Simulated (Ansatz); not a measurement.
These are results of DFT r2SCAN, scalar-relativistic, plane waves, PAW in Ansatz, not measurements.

Structure of Cu$_{3}$Sb:

```yaml
crystal:
  lattice:
    - [3.86431, 0.00000, 0.00000]
    - [0.00000, 3.86431, 0.00000]
    - [0.00000, 0.00000, 3.86431]
  atoms:
    - { symbol: Cu, position: [0.50000, 0.50000, 0.00000] }
    - { symbol: Cu, position: [0.50000, 0.00000, 0.50000] }
    - { symbol: Cu, position: [0.00000, 0.50000, 0.50000] }
    - { symbol: Sb, position: [0.00000, 0.00000, 0.00000] }
```

Settings: cutoff 500 eV, Γ-centred mesh 12×12×12 on the computed 4-atom cell, Gaussian smearing of 0.10 eV; no spin polarisation.

Levels along Γ–X–M–Γ–R–X | R–M, in eV from the Fermi level, sorted by energy at each point. Points in fractions of the primitive reciprocal vectors: Γ (0.000 0.000 0.000), X (0.000 0.500 0.000), M (0.500 0.500 0.000), R (0.500 0.500 0.500).
```
point k (1/Å, with 2π) band 33  band 34  band 35  band 36  band 37  band 38  band 39
    Γ             0.000    -2.53    -2.30    -2.30    -2.30     0.76     3.45     3.45
    -             0.116    -2.54    -2.30    -2.13    -2.13     0.98     3.47     3.70
    -             0.232    -2.58    -2.30    -1.72    -1.72     1.34     3.52     4.45
    -             0.348    -2.64    -2.30    -1.20    -1.20     1.59     3.62     5.40
    -             0.465    -2.67    -2.30    -0.61    -0.61     1.74     3.76     5.23
    -             0.581    -2.68    -2.30     0.01     0.01     1.83     3.93     4.33
    -             0.697    -2.68    -2.30     0.56     0.56     1.90     3.59     3.59
    X             0.813    -2.68    -2.30     0.82     0.82     1.92     3.27     3.27
    -             0.929    -2.69    -2.33     0.26     0.88     2.38     2.45     3.35
    -             1.045    -2.72    -2.40    -0.52     1.06     1.27     2.86     3.57
    -             1.161    -2.76    -2.51    -1.14     0.18     1.34     3.19     3.92
    -             1.278    -2.81    -2.63    -1.54    -0.75     1.70     3.50     4.38
    -             1.394    -2.82    -2.74    -1.76    -1.42     2.10     3.81     4.91
    -             1.510    -2.85    -2.82    -1.87    -1.79     2.46     4.09     5.44
    M             1.626    -2.86    -2.85    -1.90    -1.90     2.62     4.22     5.73
    -             1.790    -2.83    -2.79    -1.89    -1.61     2.30     3.98     5.57
    -             1.954    -2.75    -2.67    -1.88    -0.64     1.50     3.49     5.58
    -             2.119    -2.68    -2.55    -1.88     0.54     0.94     3.03     5.88
    -             2.283    -2.62    -2.45    -1.89    -0.42     2.58     2.91     5.77
    -             2.447    -2.60    -2.37    -1.95    -1.28     2.03     4.26     4.78
    -             2.611    -2.56    -2.32    -2.12    -1.97     1.22     3.61     3.81
    Γ             2.776    -2.53    -2.30    -2.30    -2.30     0.76     3.45     3.45
    -             2.977    -2.52    -2.33    -2.00    -2.00     1.47     3.83     3.83
    -             3.178    -2.47    -2.37    -1.73    -1.73     3.16     4.74     4.87
    -             3.379    -2.45    -2.40    -1.67    -1.67     2.77     3.88     3.88
    -             3.580    -2.42    -2.42    -1.83    -1.83     0.99     2.45     2.45
    -             3.781    -2.44    -2.33    -2.15    -2.15    -0.51     1.51     1.51
    -             3.983    -2.45    -2.40    -2.40    -2.05    -1.58     1.04     1.04
    R             4.184    -2.45    -2.45    -2.45    -1.94    -1.68     0.90     0.90
    -             4.348    -2.46    -2.43    -2.40    -1.92    -1.75     0.93     1.12
    -             4.512    -2.55    -2.47    -2.21    -1.79    -1.34     1.03     1.87
    -             4.676    -2.76    -2.49    -1.78    -1.07    -1.00     1.23     3.25
    -             4.841    -2.83    -2.49    -1.15    -0.72    -0.10     1.56     5.08
    -             5.005    -2.77    -2.45    -0.37    -0.36     1.04     2.09     4.58
    -             5.169    -2.70    -2.35     0.23     0.42     2.29     2.80     2.90
    X             5.333    -2.68    -2.30     0.82     0.82     1.92     3.27     3.27
    R             5.333    -2.45    -2.45    -2.45    -1.94    -1.68     0.90     0.90
    -             5.450    -2.46    -2.43    -2.43    -1.84    -1.84     1.00     1.00
    -             5.566    -2.50    -2.35    -2.35    -2.19    -1.52     1.32     1.32
    -             5.682    -2.57    -2.53    -2.22    -2.22    -0.96     1.87     1.87
    -             5.798    -2.78    -2.65    -2.08    -2.08    -0.18     2.65     2.65
    -             5.914    -2.87    -2.73    -1.98    -1.98     0.79     3.63     3.63
    -             6.030    -2.87    -2.81    -1.92    -1.92     1.87     4.77     4.77
    M             6.146    -2.86    -2.85    -1.90    -1.90     2.62     4.22     5.73
```

Spin-orbit coupling is left out, which matters for the bands of heavy elements.

Cost: 1 run of about 1 core-minutes, on Intel Xeon 6975P-C (Granite Rapids) (shared hosts).